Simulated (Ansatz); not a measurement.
Ba2LaNbO6:
```yaml
crystal:
  lattice:
    - [5.21569, 3.01995, 0.00000]
    - [-5.21569, 3.01995, 0.00000]
    - [-3.51969, 0.00000, 5.02087]
  atoms:
    - { symbol: Ba, position: [0.75254, 0.24746, 0.76131] }
    - { symbol: Ba, position: [0.24746, 0.75254, 0.23869] }
    - { symbol: La, position: [0.00000, 0.00000, 0.50000] }
    - { symbol: Nb, position: [0.50000, 0.50000, 0.00000] }
    - { symbol: O, position: [0.27352, 0.72648, 0.69562] }
    - { symbol: O, position: [0.72648, 0.27352, 0.30438] }
    - { symbol: O, position: [0.31134, 0.22363, 0.81866] }
    - { symbol: O, position: [0.68866, 0.77637, 0.18134] }
    - { symbol: O, position: [0.22363, 0.31134, 0.18134] }
    - { symbol: O, position: [0.77637, 0.68866, 0.81866] }
```

Relaxed with PBEsol.

Map the valence electron density (e/Å³), cut off at 1 on the plane through (0.753, 0.247, 0.761) spanned by u = [0, 0, 1] and v = [1, -1, 1] in lattice vectors, from PBEsol (plane waves, PAW; program Ansatz).

x is the fraction of u, y of v (the angle between them is 89°; rows are the nearest grid lines); atoms in the plane: Ba at (0.00, 0.00), Ba at (0.98, 0.49), La at (0.49, 0.25), Nb at (0.49, 0.75), O at (0.41, 0.52), O at (0.57, 0.97).
```
|.-@@@%-.    .-@@@@@@@@+::-#@@%-.|
|@@@@@+:.    .-@@@@@@@@+:.:+@@@@@|
|@@@@#-.     .-*@@@@@@%-...-*@@@@|
|*+=-:.     ..:=*%@%*=:.   ..-=+*|
|       ...:-#@@@@@@+:.          |
|       ..:-@@@@@@@@@+:.         |
|        .:=@@@@@@@@@*:..        |
|         .:*@@@@@@@@=:..        |
|...      .:-+%@@@%+:...    .....|
|@@*=:. ..-+@@@@@+-..     .:=#@@@|
|@@@%=:..:+@@@@@@%=:.    .:+%@@@@|
|+@@@@=::=@@@@@@@@*:.    :+@@@%++|
|-#@@@+:::+@@@@@@@=.     :+@@@#--|
|@@@@*:....-+*#*+-:.     .:+@@@@@|
|@@@*-.   ..:-==--:.      .-+%@@@|
|::..      .-+%@@@@*-:.     ..:::|
|         :=@@@@@@@@@*:.         |
|        .:*@@@@@@@@@@=.         |
|        .:*@@@@@@@@@%=.         |
|         .-*@@@@@@@%=:          |
|++=:..     .:=+**+=:..    .:-=++|
|@@@@*-.      .:-+**+-:. ..=#@@@@|
|@@@@@+:.    .:-#@@@@#=:..:+@@@@@|
|.-@@@%-.    .-@@@@@@@@+::-#@@%-.|
```
Scale: ten equal steps from 0.023 (start of ' ') to 1.00 (end of '@'), in the order ' .:-=+*#%@'; x runs from 0.000 to 1.00, y from 0.000 (bottom) to 1.00 (top).

The density is the valence pseudo-density with augmentation charge, so density and ELF within about 1 Å of a nucleus are not all-electron values.

Space group C2/m. The workflow started from a Materials Project entry (that database holds measured and hypothetical structures alike); the Crystallography Open Database files this formula in space group No. 12, but the cells were not matched. Its standing as an ambient phase is unchecked. Symmetry was held in the PBEsol relaxation; its stability against distortions is not shown here. The run is not spin-polarised. Spin–orbit coupling is left out wherever it is not named.

Potentials: the later of the program's two PAW sets.
